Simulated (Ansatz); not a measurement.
Space group P6_3/mmc (No. 194). a = 2.520 Å, b = 2.520 Å, c = 12.429 Å, α = 90.00°, β = 90.00°, γ = 120.00°
```tsv
atom	site	symmetry	x	y	z
C	4e	3m.	0.0000	0.0000	0.1869
C	4f	3m.	0.3333	0.6667	0.5208
C	4f	3m.	0.3333	0.6667	0.6451
```

Equation of state of this C structure (not necessarily the ground state), with shape and atoms relaxed at each volume where symmetry leaves them free. Level of theory: DFT PBE, scalar-relativistic, plane waves, PAW (Ansatz).

Settings: cutoff 420 eV, Γ-centred mesh 12×12×2 on the computed 12-atom cell, Gaussian smearing of 0.02 eV; no spin polarisation.

```json
{"V (Å³/atom)": "5.015", "E − E(largest V) (meV/atom)": "69.02", "P (GPa)": "69.99", "gap on mesh (eV)": "4.77"}
{"V (Å³/atom)": "5.185", "E − E(largest V) (meV/atom)": "6.05", "P (GPa)": "48.58", "gap on mesh (eV)": "4.69"}
{"V (Å³/atom)": "5.356", "E − E(largest V) (meV/atom)": "-35.66", "P (GPa)": "30.05", "gap on mesh (eV)": "4.60"}
{"V (Å³/atom)": "5.527", "E − E(largest V) (meV/atom)": "-58.94", "P (GPa)": "13.96", "gap on mesh (eV)": "4.52"}
{"V (Å³/atom)": "5.698", "E − E(largest V) (meV/atom)": "-66.22", "P (GPa)": "0.00", "gap on mesh (eV)": "4.44"}
{"V (Å³/atom)": "5.869", "E − E(largest V) (meV/atom)": "-59.59", "P (GPa)": "-12.12", "gap on mesh (eV)": "4.37"}
{"V (Å³/atom)": "6.040", "E − E(largest V) (meV/atom)": "-40.93", "P (GPa)": "-22.65", "gap on mesh (eV)": "4.30"}
{"V (Å³/atom)": "6.268", "E − E(largest V) (meV/atom)": "0.00", "P (GPa)": "-34.54", "gap on mesh (eV)": "4.20"}
```

Fit a third-order Birch–Murnaghan equation to E(V).

V0 = 5.70 Å³/atom, B0 = 433 GPa, B0' = 3.7.

Cost: 8 runs of about 3.1 core-minutes in all, on Arm Neoverse V1 (shared hosts).